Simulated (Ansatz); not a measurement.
The cell below belongs to a search over invented structures; it isn't taken from experiment.

Input and command of a plane-wave DFT calculation in Ansatz:

```yaml
crystal:
  lattice:
    - [6.6545156125, -3.848282694, 0.0]
    - [6.6545156125, 3.848282694, 0.0]
    - [0.0, 0.0, 7.2493935728]
  atoms:
    - { symbol: Be, position: [0.8468379217, 0.1531620783, 0.5037293853] }
    - { symbol: Be, position: [0.1531620783, 0.8468379217, 0.0037293853] }
    - { symbol: Cd, position: [0.4900461149, 0.8306571446, 0.4996413741] }
    - { symbol: Cd, position: [0.1693428554, 0.5099538851, 0.4996413741] }
    - { symbol: Cd, position: [0.8306571446, 0.4900461149, 0.9996413741] }
    - { symbol: Cd, position: [0.5099538851, 0.1693428554, 0.9996413741] }
    - { symbol: Te, position: [0.5373166953, 0.1635240978, 0.6067059945] }
    - { symbol: Te, position: [0.8364759022, 0.4626833047, 0.6067059945] }
    - { symbol: Te, position: [0.1322348768, 0.8677651232, 0.6585758773] }
    - { symbol: Te, position: [0.1635240978, 0.5373166953, 0.1067059945] }
    - { symbol: Te, position: [0.4626833047, 0.8364759022, 0.1067059945] }
    - { symbol: Te, position: [0.8677651232, 0.1322348768, 0.1585758773] }
basis:
  ecutwfc: 420
kpoints:
  mp_grid: { grid: [4, 4, 4] }
hamiltonian:
  xc: pbe
scf:
  occupations: { method: fixed }
output:
  forces: true
  stress: true
  eigenvalues: true
relax:
  adjacent_minimum: "off"
  f_tol: 0.001
  max_steps: 60
  cell: { stress_tol: 0.01 }
```

```bash
ansatz run input.yaml --threads 3 --pin off --max-ram 7680MiB --backend cpu --events-out ev --progress --plain --runs-dir out
```

Processor: Intel(R) Xeon(R) 6975P-C (Granite Rapids), 3 threads, on a host shared with other jobs.

**Question.** How long does it run, and how much memory does it take?

**Answer.** About 80 s, peak memory 1.4 GiB. It solves 108 bands at 21 k points (after reduction by symmetry) with about 7247 plane waves (on the last cell), in 37 SCF iterations over 6 ionic steps.
